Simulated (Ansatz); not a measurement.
According to plane-wave PAW PBE (Ansatz code), BN in the cubic phase (Pm-3n; B on 6c, N on 6d) relaxes to a = 4.440 Å. Its formation energy from the elements is -0.91 eV/atom, with no fitted shifts.

It is gapped at this level: 4.55 eV (indirect). The valence maximum lies at Γ and the conduction minimum on the Γ–X line, 84 % of the way from Γ (6 equivalent valleys). Electrons at the band edge weigh 0.54, 0.54, 0.65 mₑ (principal values).

An equation-of-state fit gives a bulk modulus of 292 GPa.

The start of the workflow was typed in or built on a structure type; neither database checked (COD, Materials Project) lists it. It is not the phase usual at ambient conditions (space group No. 186, 194, 216). The PBE relaxation kept the symmetry of its start; whether a distortion lowers the energy is not shown. The references are the lowest solids computed at this level, not always the standard phases (solids in place of the gases).

Potentials: the later of the program's two PAW sets.
